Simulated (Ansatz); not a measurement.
Hf$_{2}$S:
Space group P6₃/mmc (No. 194); a = b = 3.3816 Å, c = 11.7391 Å, α = β = 90.00°, γ = 120.00°

```
atom  site  symmetry       x       y       z
----  ----  --------  ------  ------  ------
Hf      4f       3m.  0.3333  0.6667  0.1004
S       2b      -6m2  0.0000  0.0000  0.2500
```

Relaxed at zero pressure with the program Ansatz at the r²SCAN level (PAW).

Q: The volume is raised by 3 % and shape and atoms relax at that volume. What pressure results, and how do the axes share the change?

A: -3.9 GPa; a 1.1 %, b 1.1 %, c 0.7 %; the energy rises by 7 meV/atom.

Q: Give the new structure.

A: 
Space group P6₃/mmc (No. 194); a = b = 3.4196 Å, c = 11.8243 Å, α = β = 90.00°, γ = 120.00°

```tsv
atom	site	symmetry	x	y	z
Hf	4f	3m.	0.3333	0.6667	0.1004
S	2b	-6m2	0.0000	0.0000	0.2500
```

The phase is kept; no other phase was compared at this pressure.

Space group P6_3/mmc. The workflow started from a Materials Project entry (that database holds measured and hypothetical structures alike); the Crystallography Open Database copy checked does not list it. Whether it is the stable phase at ambient conditions was not checked. The cell was relaxed with r²SCAN under the symmetry of its start; its stability against distortions is not shown here. No spin polarisation was allowed. Spin–orbit coupling is left out wherever it is not named.

Potentials: the later of the program's two PAW sets.
